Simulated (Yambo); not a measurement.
How GW settings move the gap: YSF

G0W0@PBEsol for YSF (space group P4/nmm, No. 129) in Yambo. Reference settings: 4×4×2 Γ-centred k mesh, bands 3 to 184 and a 8 Ry block in the screening, 184 bands in G with the Bruneval-Gonze terminator, plasmon pole fitted at 27.2 eV. The PBEsol gap Γ → Γ on this mesh is 1.22 eV; G0W0 gaps are taken between the same points.

```tsv
change from the reference	G0W0 gap Γ → Γ (eV)	shift of the valence edge (eV)	rough Yambo cost
reference settings	2.87	-0.95	1
72 bands in G	2.87	-0.89	–
3 Ry block	2.51	-0.56	within a factor of two
pole fitted at 40 eV	2.88	-1.01	–
no terminator	2.85	-0.83	–
```

The reference isn't shown to be the converged limit. Costs are rough (shared machines), scaled to the same edge states, and given only for runs that recompute the screening.

Geometry of the Materials Project entry, not relaxed at this level; primitive cell a = b = 3.7730 Å, c = 6.8267 Å, α = β = γ = 90.00°.

The structure is a Materials Project entry; no match was found in the copy of COD used, and its stability was not checked.

A shift is the quasiparticle energy of the state minus its PBEsol energy.
